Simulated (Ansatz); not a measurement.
What settings do to one calculation: Ta started on a Ba site in cubic perovskite BaZrO3, 10 atoms, charge +2

Ansatz (PAW, plane waves), atoms fixed. The base input:

```yaml
crystal:
  lattice:
    - [8.361961, 0.000000, 0.000000]
    - [0.000000, 4.180980, 0.000000]
    - [0.000000, 0.000000, 4.180980]
  atoms:
    - { symbol: Ba, position: [0.000083, 0.997229, 0.011842] }
    - { symbol: Ta, position: [0.499003, 0.002071, 0.001582], spin: 1 }
    - { symbol: Zr, position: [0.247811, 0.503850, 0.496857] }
    - { symbol: Zr, position: [0.747992, 0.505987, 0.504959] }
    - { symbol: O, position: [0.245607, 0.501240, 0.003005] }
    - { symbol: O, position: [0.749516, 0.501884, 0.998007] }
    - { symbol: O, position: [0.998526, 0.495116, 0.496415] }
    - { symbol: O, position: [0.499662, 0.499013, 0.496125] }
    - { symbol: O, position: [0.247216, 0.998913, 0.495641] }
    - { symbol: O, position: [0.753235, 0.991230, 0.503119] }
kpoints:
  mp_grid: { grid: [2, 2, 2], shift: [0.5, 0.5, 0.5] }
hamiltonian:
  xc: pbesol
total_charge: 2
magnetization:
  spin_polarized: true
scf:
  occupations: { method: fermi_dirac, width: 0.01 }
output:
  forces: true
  eigenvalues: true
  populations: true
  charged_corrections: { epsilon: 40 }
  write_density: true
  write_potential: true
  elf: true
  volumetric_format: npy
```

Command:

```sh
ansatz run in.yaml --threads 8 --pin off --max-ram 13300MiB --runs-dir r --events-out ev --progress --plain
```

It converged in 14 iterations and 2.4 s of wall time on a shared host; largest force component 1.95 eV/Å. The cutoff was the default, 420 eV. The base isn't a converged reference: it has few k points, and its atoms are unrelaxed. Each run below changes the keys shown and caps the iterations.

```tsv
run	changed	ending	iterations	free energy less the base (meV per atom)	rms change of forces (eV/Å)	change of pressure (GPa)	wall time (s, shared host)
1	dispersion rvv10, max_iter 100	refused	–	–	–	–	–
2	dr2_threshold 0.0001, max_iter 60	converged	10	0.0	0.003	–	2 CPU
3	n_extra_bands 4, max_iter 50	converged	14	0.0	0.000	–	2.1 CPU
4	mixing algorithm linear, max_iter 60	refused	–	–	–	–	–
5	n_extra_bands 60, accuracy high, xc pbe, max_iter 70	converged	13	other zero	0.039	–	3.3 CPU
6	width 2.0 eV, max_iter 80	converged	17	-2637.0	1.403	–	4.2 CPU
7	dr2_threshold 0.0001, max_iter 90	converged	10	0.0	0.003	–	2.1 CPU
8	ecutwfc 300 eV, max_iter 90	converged	13	290.2	0.058	–	1.7 CPU
9	dr2_threshold 0.0001, max_iter 90, total_charge 0	converged	11	other zero	1.315	–	6 CPU
10	mixing algorithm anderson, max_iter 50, total_charge 8	converged	39	other zero	0.620	–	9.7 CPU
```

«Other zero»: another functional, charge or dispersion term moves the zero of energy, so the difference says nothing of accuracy.

Question: Which changes leave the result alone, and which of the same physical model moves the forces most?

Answer: The forces move by under 0.002 eV/Å in run 3. Run 6 (width 2.0 eV, max_iter 80) moves them most among the runs with the same functional, charge and dispersion term, by 1.403 eV/Å.

Question: Why did some runs give no result?

Answer: - run 1: inconsistent input (hamiltonian.dispersion, hamiltonian.xc): `dispersion: rvv10` has no transferable b for PBE exchange — Sabatini et al. (2013) fitted b=6.3 to rPW86, and the PBE refits of Peng & Perdew (2017) are task-dependent (b=6.6 S22 / b=10.0 layered). …
- run 4: YAML parse error: error: line 27 column 24: unknown variant `linear`, expected one of auto, anderson, broyden, msr1
